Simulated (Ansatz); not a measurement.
Input and output for Be (fcc type): DFT, PBEsol, all-electron LAPW, scalar-relativistic (Ansatz 0.2.0). This run: fcc relaxed under pressure.

The cell comes from a relaxation on PAW files under the same functional, begun from a prototype that needn't be the stable phase.

Command: `ansatz run input.yaml --threads 1 --pin off --max-ram 3584MiB --backend cpu --events-out ev --progress --plain --runs-dir out` It took 13 s on 1 thread of Arm Neoverse V2, with other jobs on the host, peak memory 0.26 GiB.

```yaml
crystal:
  lattice:
    - [0.0, 1.3968328414, 1.3968328414]
    - [1.3968328414, 0.0, 1.3968328414]
    - [1.3968328414, 1.3968328414, 0.0]
  atoms:
    - { symbol: Be, position: [0.0, 0.0, 0.0] }
kpoints:
  mp_grid: { grid: [23, 23, 23] }
scf:
  occupations: { method: fermi_dirac, width: 0.1 }
hamiltonian:
  xc: pbesol
  pseudopotentials: { kind: all_electron, lapw: { basis_error: 0.0005 } }
output:
  forces: true
  stress: true
  eigenvalues: true
relax:
  f_tol: 0.005
  max_steps: 12
  cell: { p_target: 80.0, stress_tol: 0.04 }
```

Output:

```
The last accepted step is kept in <dir> (removed where the run ends without a failure and the disk answers)
LAPW: plane waves up to 8.106 Å⁻¹, error target 5.0e-4 eV per atom; small_component_spin mean_spin; Be in spheres of 0.958 Å, 4 of its electrons in bands, Dirac shells [] (how accurate: hamiltonian.pseudopotentials.lapw.basis_error, Limitations)
Engine: ansatz 0.2.0
Pseudopotentials: kind: all_electron
Pseudopotential: Be, LAPW, valence charge 4, lapw/all_electron/scalar/gaussian/Be, Koelling and Harmon's equation, gaussian nucleus
Functional definition: PBEsol
  exchange = pbesol_x
  correlation = pbesol_c
Crystal: 1 atoms, lattice volume = 5.451 Å³
Basis set: ecut = 250.36946823728354 eV, 59 PW (Γ), exchange–correlation at level 2
Bands: 6, of which v1, the nominal top of the filled ones, is band 2 counted from 1 (1 counted from 0)
Symmetry: 48 space group operations
Space group: Fm-3m (ITA 225), of the structure as read, at distance tolerance 1.8e-5 Å
k-points: 364 of 12167
Non-local potential: Be, projectors of the file, none
Initial density: superposition of atomic densities (chi_scale 0.1, normalization cell)
Initial wavefunctions: plane waves of lowest kinetic energy (no species holds an atomic orbital)
Functional: x = pbesol(κ = 0.804, μ = 0.12345679012345678), c = pbesol(β = 0.046)
iter 1 solved again at ethr=1.35e-5 eV; its pass at ethr=1.00e-1 eV (dr2=5.39e-4 eV) is discarded
SCF iter   1: F=—  HF=-398.987408 eV  |F-HF|=—  |Δ(HF+E_count)|=         —  Δρ=4.79e-3  dr2=5.59e-4  ethr=1.35e-5  ⟨swp⟩=3.8  Hψ=20235  notcnv=0
preconditioner: auto → none  [metal: Δε(μ)=0.210 eV  Ē_g=24.112 eV  σ=0.100 eV  W_gap=0.39  n_scr=0 (ndim 8)  ℏωp=22.5 eV  f_vac=0.000  D(μ)=0.03/eV (n_scr^D=0)]
SCF iter   2: F=—  HF=-398.980395 eV  |F-HF|=—  |Δ(HF+E_count)|=   7.01e-3  Δρ=2.42e-3  dr2=1.48e-4  ethr=1.35e-5  ⟨swp⟩=2.0  Hψ=5690  notcnv=0
iter 3 solved again at ethr=3.79e-8 eV; its pass at ethr=3.71e-6 eV (dr2=1.52e-6 eV) is discarded
SCF iter   3: F=—  HF=-398.979012 eV  |F-HF|=—  |Δ(HF+E_count)|=   1.38e-3  Δρ=2.35e-4  dr2=1.51e-6  ethr=3.79e-8  ⟨swp⟩=2.0  Hψ=10068  notcnv=0
SCF iter   4: F=-398.979012 eV  HF=-398.979012 eV  |F-HF|=1.62e-9  |Δ(HF+E_count)|=   5.37e-7  Δρ=3.50e-6  dr2=2.62e-10  ethr=3.78e-8  ⟨swp⟩=2.0  Hψ=5690  notcnv=0
SCF 1 converged in 4 iterations: F = -398.979012 eV  dr2 = 2.62e-10
relax step   1: F+E_penalty+E_count = -398.97901234 eV  Δ(F+E_penalty+E_count) = +0.000e0 eV  max|allowed force component| = 0.000e0 eV/Å  Δτ_max = 0.0000 Å  P = +79.534 GPa  Ω = 5.451 Å³  (4 SCF iters, accepted)
Crystal: 1 atoms, lattice volume = 5.447 Å³
Basis set: ecut = 250.47748136154067 eV, 59 PW (Γ), exchange–correlation at level 2
Initial density: handed on by an earlier stage of this run
Initial wavefunctions: those handed on with the density
iter 1 solved again at ethr=1.93e-11 eV; its pass at ethr=1.00e-1 eV (dr2=7.71e-10 eV) is discarded
SCF iter   1: F=—  HF=-398.977260 eV  |F-HF|=—  |Δ(HF+E_count)|=         —  Δρ=2.68e-6  dr2=1.21e-10  ethr=1.93e-11  ⟨swp⟩=6.4  Hψ=17486  notcnv=0
preconditioner: auto → none  [metal: Δε(μ)=0.047 eV  Ē_g=24.108 eV  σ=0.100 eV  W_gap=0.11  n_scr=0 (ndim 8)  ℏωp=22.5 eV  f_vac=0.000  D(μ)=0.03/eV (n_scr^D=0)]
SCF iter   2: F=-398.977260 eV  HF=-398.977260 eV  |F-HF|=3.44e-10  |Δ(HF+E_count)|=   2.00e-9  Δρ=1.25e-6  dr2=2.88e-11  ethr=3.02e-12  ⟨swp⟩=2.1  Hψ=5713  notcnv=0
SCF 2 converged in 2 iterations: F = -398.977260 eV  dr2 = 2.88e-11
relax step   2: F+E_penalty+E_count = -398.97725974 eV  Δ(F+E_penalty+E_count) = +1.753e-3 eV  max|allowed force component| = 0.000e0 eV/Å  Δτ_max = 0.0000 Å  P = +79.763 GPa  Ω = 5.447 Å³  (2 SCF iters, accepted)
Crystal: 1 atoms, lattice volume = 5.444 Å³
Basis set: ecut = 250.58908647149474 eV, 59 PW (Γ), exchange–correlation at level 2
iter 1 solved again at ethr=2.42e-11 eV; its pass at ethr=1.00e-1 eV (dr2=9.66e-10 eV) is discarded
SCF iter   1: F=—  HF=-398.975446 eV  |F-HF|=—  |Δ(HF+E_count)|=         —  Δρ=3.22e-6  dr2=1.89e-10  ethr=2.42e-11  ⟨swp⟩=6.3  Hψ=17329  notcnv=0
preconditioner: auto → none  [metal: Δε(μ)=0.046 eV  Ē_g=24.120 eV  σ=0.100 eV  W_gap=0.11  n_scr=0 (ndim 8)  ℏωp=22.5 eV  f_vac=0.000  D(μ)=0.03/eV (n_scr^D=0)]
SCF iter   2: F=-398.975446 eV  HF=-398.975446 eV  |F-HF|=1.22e-9  |Δ(HF+E_count)|=   5.55e-9  Δρ=1.16e-6  dr2=2.11e-11  ethr=4.73e-12  ⟨swp⟩=2.2  Hψ=5747  notcnv=0
SCF 3 converged in 2 iterations: F = -398.975446 eV  dr2 = 2.11e-11
relax step   3: F+E_penalty+E_count = -398.97544555 eV  Δ(F+E_penalty+E_count) = +1.814e-3 eV  max|allowed force component| = 0.000e0 eV/Å  Δτ_max = 0.0000 Å  P = +80.000 GPa  Ω = 5.444 Å³  (2 SCF iters, accepted)
iter 1 solved again at ethr=1.00e-12 eV; its pass at ethr=1.00e-1 eV (dr2=2.12e-11 eV) is discarded
SCF iter   1: F=—  HF=-398.975446 eV  |F-HF|=—  |Δ(HF+E_count)|=         —  Δρ=1.16e-6  dr2=2.12e-11  ethr=1.00e-12  ⟨swp⟩=3.2  Hψ=12798  notcnv=0
SCF iter   2: F=-398.975446 eV  HF=-398.975446 eV  |F-HF|=1.93e-10  |Δ(HF+E_count)|=   1.21e-9  Δρ=4.32e-7  dr2=2.53e-12  ethr=1.00e-12  ⟨swp⟩=2.6  Hψ=5902  notcnv=0
SCF 4 converged in 2 iterations: F = -398.975446 eV  dr2 = 2.53e-12
relax step   4: F+E_penalty+E_count = -398.97544555 eV  Δ(F+E_penalty+E_count) = -8.755e-9 eV  max|allowed force component| = 0.000e0 eV/Å  Δτ_max = 0.0000 Å  P = +80.000 GPa  Ω = 5.444 Å³  stress off target by 4.09e-4 GPa  SCF on the basis re-selected at this cell (its energy is not comparable with the rows above)  (2 SCF iters)
basis re-selected at this cell: Δ(F+E_penalty+E_count) = -8.755e-9 eV, ΔP = +0.000 GPa vs the last step (what re-selecting the basis moved, after the strain that the cell walked since its last selection, with what the two solves' SCF thresholds leave and, on support functions, any second-order correction that the steps lacked; it is no measure of the basis error at this ecutwfc). This SCF's stress stands 4.09e-4 GPa from its target on what of the cell is left free (relax.cell.stress_tol is 4.00e-2 GPa) and its largest allowed force component is 0.00e0 eV/Å (relax.f_tol is 5.00e-3 eV/Å): within both
SCF converged after 2 iterations
Free energy (F): -398.975446 eV
Harris-Foulkes:  -398.975446 eV  (|F-HF|=1.93e-10)
Internal energy: -398.974279 eV  (E = F + TS)
E sigma→0 (E₀):  -398.974862 eV
Entropy (-TS):   -0.001166 eV (-1.166 meV/atom)
Fermi energy:    13.358651 eV
--- Per-component energies (eV) ---
  E_band       = -158.182270
  E_kinetic    = 404.163646
  E_xc         = -79.063797
  E_electrostatic = -724.074128  (all electrons and nuclei)
  E_smearing   = -0.001166  (= −TS)
  E_closure    = 0.000000  (closes the sum)
  E_atoms      = -395.522351  (free atoms, spherical and without spin; not in F)
  Σ components = -398.975446   (vs F -398.975446, Δ=0.00e0)
  Basis errors (estimates in eV, not in F): energy 2.6e-4 per atom: plane waves 2.6e-4 (1.4e-4 summed), levels above the bands 3.1e-131, relativity 2.2e-9, radial functions 3.1e-6, core shells 0.0e0; eigenvalues (radial functions only) 3.2e-5; not estimated: angular momenta, meshes, grids; target (lapw.basis_error) 5.0e-4; muffin-tin radii Be 0.958 Å
--- Forces (eV/Å), atoms counted from 1 ---
  atom   1  Be     0.00000000     0.00000000     0.00000000
  max |Σ_I F_I| component: 1.03e-33 eV/Å
--- Stress (GPa, compression-positive) ---
       80.000409       0.000000       0.000000
        0.000000      80.000409      -0.000000
        0.000000      -0.000000      80.000409
  P = ⅓ Tr σ = 80.0004 GPa (800.004 kbar)
--- Band table (eV; the first three rows and the last of 364) ---
  k-point 0: bands = ["-85.7492", "-0.6069", "39.3998", "39.3998", "39.3998", "50.1641"]
  k-point 1: bands = ["-85.7471", "-0.5385", "38.6471", "39.2331", "39.2331", "49.0608"]
  k-point 2: bands = ["-85.7411", "-0.3334", "36.6148", "38.7944", "38.7944", "48.2826"]
  k-point 363: bands = ["-85.6031", "14.1559", "14.4460", "17.5783", "29.2203", "46.3293"]
--- Relaxed structure (3 steps of the walk, 3 accepted, 1 SCFs on fresh bases) ---
  F+E_penalty+E_count = -398.97544555 eV   max|allowed force component| = 0.000e0 eV/Å   (the final SCF, on the basis selected at the relaxed cell)
  cell:  # Å, volume = 5.4437 Å³
    - [7.356443372493008e-34, 1.39622060961887, 1.39622060961887]
    - [1.39622060961887, 1.5286116098686765e-34, 1.39622060961887]
    - [1.39622060961887, 1.39622060961887, -1.3056890834294948e-34]
  atoms:
    - { symbol: Be, position: [0.0, 0.0, 0.0] }
```

Next run (bcc relaxed under pressure), as changes to the input before:

```diff
   lattice:
-    - [0.0, 1.3968328414, 1.3968328414]
-    - [1.3968328414, 0.0, 1.3968328414]
-    - [1.3968328414, 1.3968328414, 0.0]
+    - [-1.1072471584, 1.1072471584, 1.1072471584]
+    - [1.1072471584, -1.1072471584, 1.1072471584]
+    - [1.1072471584, 1.1072471584, -1.1072471584]
   atoms:
 kpoints:
-  mp_grid: { grid: [23, 23, 23] }
+  mp_grid: { grid: [24, 24, 24] }
 scf:
```

Command: `ansatz run input.yaml --threads 1 --pin off --max-ram 3584MiB --backend cpu --events-out ev --progress --plain --runs-dir out` It took 16 s on 1 thread of Arm Neoverse V2 (shared host), peak memory 0.27 GiB.

Results part of the output:

```
basis re-selected at this cell: Δ(F+E_penalty+E_count) = -2.262e-8 eV, ΔP = +0.000 GPa vs the last step (what re-selecting the basis moved, after the strain that the cell walked since its last selection, with what the two solves' SCF thresholds leave and, on support functions, any second-order correction that the steps lacked; it is no measure of the basis error at this ecutwfc). This SCF's stress stands 3.90e-4 GPa from its target on what of the cell is left free (relax.cell.stress_tol is 4.00e-2 GPa) and its largest allowed force component is 0.00e0 eV/Å (relax.f_tol is 5.00e-3 eV/Å): within both
SCF converged after 2 iterations
Free energy (F): -398.960636 eV
Harris-Foulkes:  -398.960636 eV  (|F-HF|=1.78e-10)
Internal energy: -398.957293 eV  (E = F + TS)
E sigma→0 (E₀):  -398.958964 eV
Entropy (-TS):   -0.003344 eV (-3.344 meV/atom)
Fermi energy:    13.900759 eV
--- Per-component energies (eV) ---
  E_band       = -158.097772
  E_kinetic    = 404.114666
  E_xc         = -79.079650
  E_electrostatic = -723.992309  (all electrons and nuclei)
  E_smearing   = -0.003344  (= −TS)
  E_closure    = 0.000000  (closes the sum)
  E_atoms      = -395.522351  (free atoms, spherical and without spin; not in F)
  Σ components = -398.960636   (vs F -398.960636, Δ=0.00e0)
  Basis errors (estimates in eV, not in F): energy 2.5e-4 per atom: plane waves 2.5e-4 (1.4e-4 summed), levels above the bands 1.5e-111, relativity 2.2e-9, radial functions 1.7e-6, core shells 0.0e0; eigenvalues (radial functions only) 4.2e-5; not estimated: angular momenta, meshes, grids; target (lapw.basis_error) 5.0e-4; muffin-tin radii Be 0.930 Å
--- Forces (eV/Å), atoms counted from 1 ---
  atom   1  Be    -0.00000000    -0.00000000    -0.00000000
  max |Σ_I F_I| component: 6.78e-32 eV/Å
--- Stress (GPa, compression-positive) ---
       80.000390       0.000000       0.000000
        0.000000      80.000390      -0.000000
        0.000000      -0.000000      80.000390
  P = ⅓ Tr σ = 80.0004 GPa (800.004 kbar)
--- Band table (eV; the first three rows and the last of 413) ---
  k-point 0: bands = ["-85.7512", "-0.5775", "39.9754", "39.9754", "39.9754", "52.8752"]
  k-point 1: bands = ["-85.7492", "-0.5111", "39.5549", "39.5992", "39.8631", "51.6765"]
  k-point 2: bands = ["-85.7432", "-0.3114", "38.2471", "38.6374", "39.5318", "49.4365"]
  k-point 412: bands = ["-85.5547", "19.1398", "19.1398", "19.1398", "25.7208", "25.7208"]
--- Relaxed structure (3 steps of the walk, 3 accepted, 1 SCFs on fresh bases) ---
  F+E_penalty+E_count = -398.96063613 eV   max|allowed force component| = 0.000e0 eV/Å   (the final SCF, on the basis selected at the relaxed cell)
  cell:  # Å, volume = 5.4228 Å³
    - [-1.1067648779929047, 1.1067648779929047, 1.1067648779929047]
    - [1.1067648779929047, -1.1067648779929047, 1.1067648779929047]
    - [1.1067648779929047, 1.1067648779929047, -1.1067648779929047]
  atoms:
    - { symbol: Be, position: [0.0, 0.0, 0.0] }
```

Next run (hcp relaxed under pressure), as changes to the input before:

```diff
   lattice:
-    - [-1.1072471584, 1.1072471584, 1.1072471584]
-    - [1.1072471584, -1.1072471584, 1.1072471584]
-    - [1.1072471584, 1.1072471584, -1.1072471584]
+    - [1.9925259574, 0.0, 0.0]
+    - [-0.9962629787, 1.7255780968, 0.0]
+    - [0.0, 0.0, 3.1866399583]
   atoms:
-    - { symbol: Be, position: [0.0, 0.0, 0.0] }
+    - { symbol: Be, position: [0.3333333333, 0.6666666667, 0.25] }
+    - { symbol: Be, position: [0.6666666667, 0.3333333333, 0.75] }
 kpoints:
-  mp_grid: { grid: [24, 24, 24] }
+  mp_grid: { grid: [22, 22, 12] }
 scf:
```

Results part of the output:

```
basis re-selected at this cell: Δ(F+E_penalty+E_count) = -2.654e-8 eV, ΔP = +0.000 GPa vs the last step (what re-selecting the basis moved, after the strain that the cell walked since its last selection, with what the two solves' SCF thresholds leave and, on support functions, any second-order correction that the steps lacked; it is no measure of the basis error at this ecutwfc). This SCF's stress stands 7.17e-4 GPa from its target on what of the cell is left free (relax.cell.stress_tol is 4.00e-2 GPa) and its largest allowed force component is 8.56e-17 eV/Å (relax.f_tol is 5.00e-3 eV/Å): within both
SCF converged after 2 iterations
Free energy (F): -798.103705 eV
Harris-Foulkes:  -798.103705 eV  (|F-HF|=2.11e-10)
Internal energy: -798.100914 eV  (E = F + TS)
E sigma→0 (E₀):  -798.102309 eV
Entropy (-TS):   -0.002791 eV (-1.395 meV/atom)
Fermi energy:    12.777099 eV
--- Per-component energies (eV) ---
  E_band       = -316.819330
  E_kinetic    = 808.565829
  E_xc         = -158.127703
  E_electrostatic = -1448.539040  (all electrons and nuclei)
  E_smearing   = -0.002791  (= −TS)
  E_closure    = 0.000000  (closes the sum)
  E_atoms      = -791.044702  (free atoms, spherical and without spin; not in F)
  Σ components = -798.103705   (vs F -798.103705, Δ=0.00e0)
  Basis errors (estimates in eV, not in F): energy 2.6e-4 per atom: plane waves 2.5e-4 (1.4e-4 summed), levels above the bands 1.4e-60, relativity 2.4e-9, radial functions 1.4e-5, core shells 0.0e0; eigenvalues (radial functions only) 3.7e-6; not estimated: angular momenta, meshes, grids; target (lapw.basis_error) 5.0e-4; muffin-tin radii Be 0.953 Å
--- Forces (eV/Å), atoms counted from 1 ---
  atom   1  Be     0.00000000     0.00000000     0.00000000
  atom   2  Be     0.00000000    -0.00000000    -0.00000000
  max |Σ_I F_I| component: 9.25e-17 eV/Å
--- Stress (GPa, compression-positive) ---
       80.000717       0.000000      -0.000000
       -0.000000      80.000717      -0.000000
       -0.000000      -0.000000      79.999691
  P = ⅓ Tr σ = 80.0004 GPa (800.004 kbar)
--- Band table (eV; the first three rows and the last of 364) ---
  k-point 0: bands = ["-85.7856", "-85.6686", "-0.6421", "6.5537", "15.0942", "34.3615", "34.3615", "37.9213"]
  k-point 1: bands = ["-85.7836", "-85.6706", "-0.5775", "6.2310", "15.5998", "34.4337", "34.4337", "37.9094"]
  k-point 2: bands = ["-85.7777", "-85.6765", "-0.3837", "5.4375", "16.9400", "34.6466", "34.6466", "37.5007"]
  k-point 363: bands = ["-85.6524", "-85.6524", "10.9093", "10.9093", "13.1878", "13.1878", "22.6834", "22.6834"]
--- Relaxed structure (3 steps of the walk, 3 accepted, 1 SCFs on fresh bases) ---
  F+E_penalty+E_count = -798.10370491 eV   max|allowed force component| = 8.558e-17 eV/Å   (the final SCF, on the basis selected at the relaxed cell)
  cell:  # Å, volume = 10.9425 Å³
    - [1.9916721476137151, -4.6074009135548766e-34, 3.13888447073504e-20]
    - [-0.9958360738068576, 1.7248386758433878, -1.5694422353676596e-20]
    - [5.020007213360336e-20, -2.5790101906539086e-33, 3.185292481053533]
  atoms:
    - { symbol: Be, position: [0.33333333333333337, 0.6666666666666667, 0.25000000000000006] }
    - { symbol: Be, position: [0.6666666666666666, 0.33333333333333337, 0.7500000000000002] }
```

Next run (sc relaxed under pressure), as changes to the input before:

```diff
   lattice:
-    - [1.9925259574, 0.0, 0.0]
-    - [-0.9962629787, 1.7255780968, 0.0]
-    - [0.0, 0.0, 3.1866399583]
+    - [1.8466866426, 0.0, 0.0]
+    - [0.0, 1.8466866426, 0.0]
+    - [0.0, 0.0, 1.8466866426]
   atoms:
-    - { symbol: Be, position: [0.3333333333, 0.6666666667, 0.25] }
-    - { symbol: Be, position: [0.6666666667, 0.3333333333, 0.75] }
+    - { symbol: Be, position: [0.0, 0.0, 0.0] }
 kpoints:
-  mp_grid: { grid: [22, 22, 12] }
+  mp_grid: { grid: [21, 21, 21] }
 scf:
```

Command: `ansatz run input.yaml --threads 1 --pin off --max-ram 3584MiB --backend cpu --events-out ev --progress --plain --runs-dir out` It took 11 s on 1 thread of Arm Neoverse V2, with other jobs on the host, peak memory 0.25 GiB.

Results part of the output:

```
basis re-selected at this cell: Δ(F+E_penalty+E_count) = -5.683e-9 eV, ΔP = +0.000 GPa vs the last step (what re-selecting the basis moved, after the strain that the cell walked since its last selection, with what the two solves' SCF thresholds leave and, on support functions, any second-order correction that the steps lacked; it is no measure of the basis error at this ecutwfc). This SCF's stress stands 1.28e-4 GPa from its target on what of the cell is left free (relax.cell.stress_tol is 4.00e-2 GPa) and its largest allowed force component is 0.00e0 eV/Å (relax.f_tol is 5.00e-3 eV/Å): within both
SCF converged after 2 iterations
Free energy (F): -397.798203 eV
Harris-Foulkes:  -397.798203 eV  (|F-HF|=4.12e-11)
Internal energy: -397.784482 eV  (E = F + TS)
E sigma→0 (E₀):  -397.791342 eV
Entropy (-TS):   -0.013720 eV (-13.720 meV/atom)
Fermi energy:    11.424237 eV
--- Per-component energies (eV) ---
  E_band       = -164.648657
  E_kinetic    = 404.299719
  E_xc         = -78.345538
  E_electrostatic = -723.738663  (all electrons and nuclei)
  E_smearing   = -0.013720  (= −TS)
  E_closure    = 0.000000  (closes the sum)
  E_atoms      = -395.522351  (free atoms, spherical and without spin; not in F)
  Σ components = -397.798203   (vs F -397.798203, Δ=0.00e0)
  Basis errors (estimates in eV, not in F): energy 2.7e-4 per atom: plane waves 2.6e-4 (1.5e-4 summed), levels above the bands 7.0e-75, relativity 2.5e-9, radial functions 8.2e-6, core shells 0.0e0; eigenvalues (radial functions only) 4.8e-6; not estimated: angular momenta, meshes, grids; target (lapw.basis_error) 5.0e-4; muffin-tin radii Be 0.895 Å
--- Forces (eV/Å), atoms counted from 1 ---
  atom   1  Be    -0.00000000    -0.00000000     0.00000000
  max |Σ_I F_I| component: 7.96e-33 eV/Å
--- Stress (GPa, compression-positive) ---
       80.000128      -0.000000      -0.000000
       -0.000000      80.000128       0.000000
       -0.000000       0.000000      80.000128
  P = ⅓ Tr σ = 80.0001 GPa (800.001 kbar)
--- Band table (eV; the first three rows and the last of 286) ---
  k-point 0: bands = ["-88.0682", "-1.5004", "30.2246", "30.2246", "30.2246", "36.5936"]
  k-point 1: bands = ["-88.0665", "-1.4340", "28.8690", "30.3078", "30.3078", "36.6902"]
  k-point 2: bands = ["-88.0617", "-1.2353", "26.3293", "30.5559", "30.5559", "36.9796"]
  k-point 285: bands = ["-87.8599", "18.2568", "18.6044", "18.6044", "27.6819", "28.1448"]
--- Relaxed structure (3 steps of the walk, 3 accepted, 1 SCFs on fresh bases) ---
  F+E_penalty+E_count = -397.79820267 eV   max|allowed force component| = 0.000e0 eV/Å   (the final SCF, on the basis selected at the relaxed cell)
  cell:  # Å, volume = 6.2919 Å³
    - [1.8461235900344146, 6.419766481290786e-35, 0.0]
    - [6.419766481290786e-35, 1.8461235900344146, 5.0154425635084264e-37]
    - [0.0, 5.0154425635084264e-37, 1.8461235900344146]
  atoms:
    - { symbol: Be, position: [0.0, 0.0, 0.0] }
```
